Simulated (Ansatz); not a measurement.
ZrO2:
```yaml
crystal:
  lattice:
    - [3.60134, 0.00000, 0.00000]
    - [0.00000, 3.60134, 0.00000]
    - [0.00000, 0.00000, 5.22807]
  atoms:
    - { symbol: Zr, position: [0.00000, 0.00000, 0.00000] }
    - { symbol: Zr, position: [0.50000, 0.50000, 0.50000] }
    - { symbol: O, position: [0.00000, 0.50000, 0.19679] }
    - { symbol: O, position: [0.00000, 0.50000, 0.69679] }
    - { symbol: O, position: [0.50000, 0.00000, 0.30321] }
    - { symbol: O, position: [0.50000, 0.00000, 0.80321] }
```

Relaxed with r²SCAN in the plane-wave PAW code Ansatz. Indices refer to the conventional cell of P4_2/nmc, a = 3.601 Å, b = 3.601 Å, c = 5.228 Å, α = 90.00°, β = 90.00°, γ = 90.00°.

Q: Simulate the powder diffraction pattern (Cu Kα, λ = 1.54184 Å; lines above 1 %) up to 2θ = 90°.

A: Simulated powder pattern, Cu Kα, λ = 1.54184 Å (kinematic, ideal powder, no thermal factors, no anomalous dispersion; the 30 strongest lines at most, above 1 %, up to 2θ = 90°):

```json
[
 {"2θ (°)": "30.13", "d (Å)": "2.966", "I/Imax (%)": "100", "hkl": "(101)"},
 {"2θ (°)": "34.30", "d (Å)": "2.614", "I/Imax (%)": "9.0", "hkl": "(002)"},
 {"2θ (°)": "35.24", "d (Å)": "2.547", "I/Imax (%)": "13", "hkl": "(110)"},
 {"2θ (°)": "42.74", "d (Å)": "2.115", "I/Imax (%)": "1.7", "hkl": "(102)"},
 {"2θ (°)": "50.00", "d (Å)": "1.824", "I/Imax (%)": "37", "hkl": "(112)"},
 {"2θ (°)": "50.70", "d (Å)": "1.801", "I/Imax (%)": "20", "hkl": "(200)"},
 {"2θ (°)": "58.87", "d (Å)": "1.569", "I/Imax (%)": "15", "hkl": "(103)"},
 {"2θ (°)": "60.11", "d (Å)": "1.539", "I/Imax (%)": "27", "hkl": "(211)"},
 {"2θ (°)": "62.65", "d (Å)": "1.483", "I/Imax (%)": "7.3", "hkl": "(202)"},
 {"2θ (°)": "72.29", "d (Å)": "1.307", "I/Imax (%)": "2.2", "hkl": "(004)"},
 {"2θ (°)": "74.52", "d (Å)": "1.273", "I/Imax (%)": "5.7", "hkl": "(220)"},
 {"2θ (°)": "81.35", "d (Å)": "1.183", "I/Imax (%)": "12", "hkl": "(213)"},
 {"2θ (°)": "82.43", "d (Å)": "1.170", "I/Imax (%)": "5.6", "hkl": "(301)"},
 {"2θ (°)": "83.06", "d (Å)": "1.163", "I/Imax (%)": "4.9", "hkl": "(114)"},
 {"2θ (°)": "84.67", "d (Å)": "1.145", "I/Imax (%)": "3.5", "hkl": "(222)"},
 {"2θ (°)": "85.21", "d (Å)": "1.139", "I/Imax (%)": "3.0", "hkl": "(310)"}
]
```

This is a known high-temperature phase of the composition, computed here at zero pressure and temperature. The cell was relaxed with r²SCAN under the symmetry of its start; its stability against distortions is not shown here. The run is not spin-polarised.

Potentials: the later of the program's two PAW sets.
